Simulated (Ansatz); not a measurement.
Polymorphs of CoC, each relaxed with r²SCAN (plane waves, PAW; program Ansatz):

A: rock salt (Fm-3m)
a = b = c = 3.983 Å, α = β = γ = 90.00°

| atom | site | symmetry | x | y | z |
|---|---|---|---|---|---|
| Co | 4a | m-3m | 0.0000 | 0.0000 | 0.0000 |
| C | 4b | m-3m | 0.5000 | 0.5000 | 0.5000 |

B: zinc blende (F-43m)
a = b = c = 4.2304 Å, α = β = γ = 90.00°

```tsv
atom	site	symmetry	x	y	z
Co	4a	-43m	0.0000	0.0000	0.0000
C	4d	-43m	0.7500	0.7500	0.7500
```

Rank these by energy per atom at 0 K (lowest first), as r²SCAN gives it.

B (+0 meV/atom), A (+219 meV/atom)

Spin orders computed, not proven ground states: A ferromagnetic. Typed or built starts, not in the databases checked: A; B. Began spin-polarised and lost the moments: B. All cells were relaxed under the symmetry of their starts (and spin orders); stability against distortions was not tested throughout.

Energies hold the estimated change up to a 700 eV cutoff; steps of a few meV lie near the error of the meshes.

Potentials: the earlier of the program's two PAW sets. The files were generated under PBE; for other functionals the program regenerates the frozen cores, and for LDA and PBEsol the local potential too.
